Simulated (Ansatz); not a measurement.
Here is the system:

BaInHO$_{2}$ in space group P4/mmm (No. 123; Ba on 1d, In on 1a, O on 2f, H on 1b), a = b = 4.2973 Å, c = 3.9190 Å, α = β = γ = 90.00°.

This is the r²SCAN-relaxed structure.

### Question
All from the program Ansatz at the r²SCAN level (PAW), unless another level is named. Predict the formation energy from the elements (no fitted shifts).

### Answer
-169 kJ/mol of atoms.

### Question
Give the HSE06 gap on the r²SCAN cell.

### Answer
2.03 eV.

### Question
Predict the electron effective mass with spin–orbit coupling.

### Answer
0.22, 0.23, 0.23 mₑ (principal values).

### Question
Give the valence-band maximum.

### Answer
at A.

The start of the workflow was typed in or built on a structure type; neither database checked (COD, Materials Project) lists it. Its standing as an ambient phase is unchecked. The r²SCAN relaxation kept the symmetry of its start; its stability against distortions is not shown here. The references are the lowest solids computed at this level, not always the standard phases (solids in place of the gases). Scalar-relativistic: spin–orbit coupling is off unless named, which matters more the heavier the elements.

Potentials: the earlier of the program's two PAW sets. The files were generated under PBE; for other functionals the program regenerates the frozen cores, and for LDA and PBEsol the local potential too.
